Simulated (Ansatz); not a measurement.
GaAs (zinc blende)

```xyz
4
Lattice="0.0000 5.6656 5.6656 2.8328 0.0000 2.8328 2.8328 2.8328 0.0000" Properties=species:S:1:pos:R:3 pbc="T T T"
As     4.2492     4.2492     4.2492
As     4.2492     7.0820     7.0820
Ga     0.0000     0.0000     0.0000
Ga     2.8328     5.6656     2.8328
```

A phonon eigenvector at L = (0.5, 0.0, 0.0) is frozen into this cell: atom i moves by Q times the vector below, so Q is the largest atomic displacement, in Å. The cell is held. It is one choice among 2 degenerate patterns. (q is in reciprocal vectors of the primitive cell; the cell shown is doubled to hold the pattern.)

```
atom       x       y       z
----  ------  ------  ------
As1    0.268  -0.488   0.756
As2   -0.268   0.488  -0.756
Ga3   -0.285   0.520  -0.805
Ga4    0.285  -0.520   0.805
```

Level of theory: r2SCAN (plane waves to 500 eV, PAW, scalar-relativistic; Ansatz, an electronic-structure program). k mesh 5×10×10 (Γ-centred), Fermi-Dirac smearing 0.05 eV. E stands for the smeared free energy. GaAs was relaxed with its symmetry unable to fall. The PAW data are Ansatz's earlier set. ΔE is measured from the undisplaced structure.

```
Q (Å)   ΔE (meV/cell)
------  -------------
-0.180           68.8
-0.150           47.3
-0.120           30.0
-0.090           16.8
-0.060       withheld
-0.030            1.8
0.000             0.0
0.030             1.8
0.060        withheld
0.090            16.8
0.120            30.0
0.150            47.3
0.180            68.8
```

### Question
Fit an even polynomial form (powers 2, 4) to the given rows and predict ΔE at Q = -0.060.

### Answer
Least squares on the 11 given rows: ΔE = (2053)·Q² + (2162)·Q⁴, in meV/cell with Q in Å; root-mean-square residual 0.03 meV/cell. At -0.060 the fit gives 7.4 meV/cell; the calculation gives 7.4 meV/cell, the same to the digits shown. The quadratic term alone would give 7.4 meV/cell.

(For displaced atoms, the force is minus the slope of the energy, and its curvature is a force constant, which sets phonon frequencies.)
